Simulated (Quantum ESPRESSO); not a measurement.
A free-standing SnS2 monolayer (symmetry P-3m1, slab cell 15.9 Å high) has an indirect gap of 1.62 eV with PBE (stringent potentials; Quantum ESPRESSO, PseudoDojo norm-conserving, 102 Ry, no spin-orbit coupling). After a biaxial strain (in the plane, atoms relaxed) the gap is indirect, 1.57 eV.

Task: Which strain was applied?
A. +3 %
B. -1.5 %
C. -3 %
D. +1.5 %

Result: B, -1.5 %. Gaps found: -3 %: 1.50 eV (indirect); -1.5 %: 1.57 eV (indirect); 0 %: 1.62 eV (indirect); 1.5 %: 1.65 eV (indirect); 3 %: 1.68 eV (indirect).
